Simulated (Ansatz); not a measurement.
This run works on a generated trial structure, not on a known crystal.

Input and command of a plane-wave DFT calculation in Ansatz:

```yaml
crystal:
  lattice:
    - [3.5083132853, 0.0, 0.0]
    - [0.0, 5.5511958054, 0.0]
    - [0.0, 0.0, 14.9194741341]
  atoms:
    - { symbol: Cs, position: [0.5, 0.5, 0.5] }
    - { symbol: Na, position: [0.5, 0.0, 0.1059539824] }
    - { symbol: Na, position: [0.5, 0.0, 0.8940460176] }
    - { symbol: Na, position: [0.5, 0.5, 0.2263331816] }
    - { symbol: Na, position: [0.5, 0.5, 0.7736668184] }
    - { symbol: Mg, position: [0.0, 0.5, 0.0] }
    - { symbol: Mg, position: [0.0, 0.0, 0.3123894655] }
    - { symbol: Mg, position: [0.0, 0.0, 0.6876105345] }
basis:
  ecutwfc: 420
kpoints:
  mp_grid: { grid: [10, 6, 2] }
hamiltonian:
  xc: pbe
scf:
  occupations: { method: gaussian, width: 0.1 }
output:
  forces: true
  stress: true
  eigenvalues: true
relax:
  adjacent_minimum: "off"
  f_tol: 0.01
  max_steps: 80
  cell: { stress_tol: 0.05 }
```

```bash
ansatz run input.yaml --threads 1 --pin off --max-ram 2560MiB --backend cpu --events-out ev --progress --plain --runs-dir out
```

Processor: Intel(R) Xeon(R) 6975P-C (Granite Rapids), 1 thread, on a host shared with other jobs.

Problem. How long does it run, and how much memory does it take?

Solution. About 2.1 min, peak memory 0.82 GiB. It solves 46 bands at 48 k points (after reduction by symmetry) with about 5671 plane waves (on the last cell), in 34 SCF iterations over 5 ionic steps.
